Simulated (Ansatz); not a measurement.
An ordered 4-atom cell of Sr2TeO on the rocksalt lattice (P4/mmm), relaxed with r2SCAN in Ansatz 0.2.0. Space group P4/mmm (No. 123), tetragonal; a = 4.356 Å, c = 6.172 Å in the conventional setting, 29.28 Å³ an atom. Around O lie 6 Sr at 3.08–3.09 Å; around Sr lie 4 Te at 3.08 Å and 2 O at 3.09 Å; around Te lie 6 Sr at 3.08–3.09 Å; around Sr lie 4 O at 3.08 Å and 2 Te at 3.09 Å.

The axes x, y and z are those of this cell:
```xyz
4
Lattice="4.3563 0.0000 0.0000 0.0000 4.3563 0.0000 0.0000 0.0000 6.1724" Properties=species:S:1:pos:R:3 pbc="T T T"
O     0.0000    0.0000    0.0000
Sr    0.0000    0.0000    3.0862
Te    2.1782    2.1782    3.0862
Sr    2.1782    2.1782    0.0000
```

Unstrained: With PBE the gap is 1.467 eV and direct, at Γ. The r2SCAN gap is direct at Γ: 1.844 eV. The HSE06 gap is direct at Γ: 2.449 eV. Meshes: PBE 6×6×4, r2SCAN 6×6×4, HSE06 4×4×4. Strains are changes of length per length. After each strain the atoms were relaxed again with r2SCAN within the symmetry that the strain leaves, so tilts or polar shifts that break it weren't tested; points keep the names that they have in the unstrained zone. No spin polarisation. The prototype was imposed, so other structures may be more stable.

(1) For epitaxial -1.76 % in the xy plane, how far does the free direction move, and what happens to the gap?

(2) Estimate what biaxial -3.12 % in x and y, z held does to the gap.

## Answers

(1) The normal strain at zero normal stress is +0.56 %, 0.32 of the in-plane strain with the sign turned. PBE: the gap goes from 1.467 to 1.419 eV (-0.048 eV); with r2SCAN the top three valence levels at Γ, grouped 2+1 from the top over 5 meV, become 2+1 over 17 meV. r2SCAN: the gap goes from 1.844 to 1.802 eV (-0.042 eV). HSE06: the gap goes from 2.449 to 2.387 eV (-0.062 eV).

(2) PBE: the gap goes from 1.467 to 1.371 eV (-0.096 eV). r2SCAN: the gap goes from 1.844 to 1.761 eV (-0.083 eV). HSE06: the gap goes from 2.449 to 2.308 eV (-0.141 eV). The r2SCAN energy rises by 23.4 meV an atom.

Spin-orbit coupling is left out, which matters wherever the heavy atoms make up the band edges.

The meshes of the hybrids are coarse, so their gaps aren't converged to the digits shown.

The splittings at Γ are without spin-orbit coupling, which regroups them where it is of like size or larger.
